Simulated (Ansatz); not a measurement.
Phonons of Os (hcp, Mg type) at Γ, M = (0.5, 0.0, 0.0), A = (0.0, 0.0, 0.5), L = (0.5, 0.0, 0.5).

Os (hcp, Mg type)

```yaml
crystal:
  lattice:
    - [2.75486, 0.00000, 0.00000]
    - [-1.37743, 2.38578, 0.00000]
    - [0.00000, 0.00000, 4.34443]
  atoms:
    - { symbol: Os, position: [0.33333, 0.66667, 0.75000] }
    - { symbol: Os, position: [0.66667, 0.33333, 0.25000] }
```

Level of theory: PBE (plane waves to 420 eV, PAW, scalar-relativistic; Ansatz, a program for electronic structure). Harmonic phonons by density-functional perturbation theory on a 20×20×12 k mesh, in cm⁻¹ and rounded to 5; i marks imaginary ones, q is in fractions of the reciprocal vectors of the cell shown, and the three acoustic modes at Γ are left out. Os is run without spin polarisation. Os was relaxed with its symmetry unable to fall. Spin-orbit coupling is left out, though Os is heavy. The PAW data are Ansatz's earlier set.

| q | wavenumbers (cm⁻¹) |
|---|---|
| Γ | 165 (×2), 215 |
| M = (0.5, 0.0, 0.0) | 110, 130, 150, 165, 170, 175 |
| A = (0.0, 0.0, 0.5) | 115 (×4), 175 (×2) |
| L = (0.5, 0.0, 0.5) | 130 (×2), 145 (×2), 205 (×2) |

The structure shows no imaginary mode at these points (lowest 110 cm⁻¹ at M = (0.5, 0.0, 0.0)); other wave vectors were not tested.

Highest mode: 215 cm⁻¹ at Γ.
